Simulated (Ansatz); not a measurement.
## Bands of TiC

```
Ti C
1.0
     0.00000    2.16400    2.16400
     2.16400    0.00000    2.16400
     2.16400    2.16400    0.00000
Ti C
1 1
Direct
  0.00000 0.00000 0.00000
  0.50000 0.50000 0.50000
```

Atom numbers follow the list: Ti1, C2.

The conventional cell has a = 4.328 Å, b = 4.328 Å, c = 4.328 Å, α = 90.00°, β = 90.00°, γ = 90.00°. Around Ti (atom 1) lie 6 C at 2.16 Å. C (atom 2) is surrounded by 6 Ti at 2.16 Å.

The geometry is COD entry 9012564, unchecked; take it as a test cell.

Method: DFT, PBEsol, all-electron LAPW, scalar-relativistic in Ansatz 0.2.0.

The runs use a Γ-centred 16×16×16 k mesh, Fermi–Dirac smearing of 0.03 eV, basis error target 1 meV/atom, no spin polarisation.

Points in fractions of the reciprocal vectors of this cell: Γ (0, 0, 0), X (0.5, 0, 0.5), U (0.625, 0.25, 0.625), K (0.375, 0.375, 0.75), L (0.5, 0.5, 0.5), W (0.5, 0.25, 0.75). The path joins them by straight lines in the order Γ–X–U–K–Γ–L–W–X; legs that retrace an earlier one aren't tabulated. Energies are in eV from the Fermi level.

Question: Metal or insulator at this level of theory?

Answer: No gap opens: metallic or semimetallic.

Question: Tabulate bands 8 to 14, counted from the lowest band of the run, along the path.

Answer: 
```tsv
k (1/Å)	point	band 8	band 9	band 10	band 11	band 12	band 13	band 14
0.00	Γ	-32.41	-12.37	0.68	0.68	0.68	1.72	1.72
0.21		-32.42	-12.22	-0.04	0.34	0.34	0.54	1.80
0.41		-32.44	-11.79	-1.67	-0.10	-0.10	0.14	1.93
0.62		-32.48	-11.19	-2.95	-0.37	-0.35	-0.35	2.13
0.83		-32.51	-10.60	-3.72	-0.88	-0.39	-0.39	2.36
1.04		-32.55	-10.22	-3.88	-1.30	-0.28	-0.28	2.57
1.24		-32.57	-10.08	-3.61	-1.57	-0.10	-0.10	2.72
1.45	X	-32.58	-10.06	-3.43	-1.67	-0.01	-0.01	2.77
1.53		-32.58	-10.05	-3.43	-1.73	-0.09	0.04	2.87
1.60		-32.58	-10.01	-3.43	-1.90	-0.29	0.16	3.14
1.67		-32.57	-9.95	-3.42	-2.15	-0.56	0.35	3.49
1.75		-32.57	-9.86	-3.42	-2.45	-0.86	0.58	3.44
1.82		-32.56	-9.76	-3.40	-2.79	-1.16	0.85	3.37
1.89		-32.55	-9.65	-3.38	-3.14	-1.44	1.15	3.28
1.97	U	-32.54	-9.53	-3.49	-3.35	-1.70	1.47	3.18
2.09		-32.54	-9.47	-3.68	-3.29	-1.91	1.74	3.12
2.22		-32.54	-9.41	-3.82	-3.20	-2.17	2.14	3.02
2.35		-32.55	-9.37	-3.89	-3.12	-2.37	2.53	2.84
2.47		-32.55	-9.37	-3.89	-3.12	-2.37	2.53	2.84
2.60		-32.54	-9.41	-3.82	-3.20	-2.17	2.14	3.02
2.73		-32.54	-9.47	-3.68	-3.29	-1.91	1.74	3.12
2.85	K	-32.54	-9.53	-3.49	-3.35	-1.70	1.47	3.18
3.07		-32.50	-9.27	-4.35	-3.19	-2.30	2.48	2.80
3.29		-32.47	-9.45	-4.53	-2.87	-2.55	2.33	3.15
3.51		-32.44	-10.12	-3.90	-2.42	-2.36	1.84	3.03
3.73		-32.42	-10.96	-2.75	-1.90	-1.65	1.38	2.43
3.95		-32.41	-11.70	-1.37	-1.01	-0.79	1.01	1.78
4.17		-32.41	-12.20	0.01	0.11	0.22	0.77	1.36
4.39	Γ	-32.41	-12.37	0.68	0.68	0.68	1.72	1.72
4.57		-32.41	-12.26	0.14	0.40	0.40	1.02	1.02
4.75		-32.42	-11.91	-0.92	-0.49	-0.49	1.18	1.18
4.93		-32.43	-11.38	-2.12	-1.33	-1.33	1.56	1.56
5.11		-32.44	-10.69	-3.35	-2.00	-2.00	2.02	2.02
5.29		-32.45	-9.91	-4.50	-2.49	-2.49	2.48	2.48
5.47		-32.45	-9.18	-5.45	-2.79	-2.79	2.82	2.82
5.65	L	-32.46	-8.83	-5.87	-2.89	-2.89	2.96	2.96
5.80		-32.46	-8.86	-5.79	-2.90	-2.85	2.90	2.95
5.94		-32.47	-8.95	-5.53	-2.93	-2.73	2.77	2.92
6.09		-32.49	-9.08	-5.12	-2.97	-2.57	2.67	2.85
6.24		-32.51	-9.22	-4.61	-3.03	-2.42	2.64	2.74
6.38		-32.54	-9.34	-4.04	-3.09	-2.38	2.68	2.69
6.53		-32.57	-9.42	-3.49	-3.14	-2.51	2.75	2.78
6.68	W	-32.59	-9.45	-3.15	-3.15	-2.70	2.82	2.82
6.78		-32.59	-9.49	-3.26	-3.01	-2.60	2.44	3.12
6.89		-32.59	-9.58	-3.34	-2.82	-2.30	1.98	3.33
6.99		-32.59	-9.71	-3.38	-2.59	-1.85	1.49	3.46
7.09		-32.58	-9.85	-3.41	-2.32	-1.30	0.98	3.53
7.20		-32.58	-9.96	-3.42	-2.03	-0.72	0.51	3.38
7.30		-32.58	-10.04	-3.43	-1.78	-0.22	0.14	2.96
7.40	X	-32.58	-10.06	-3.43	-1.67	-0.01	-0.01	2.77
```
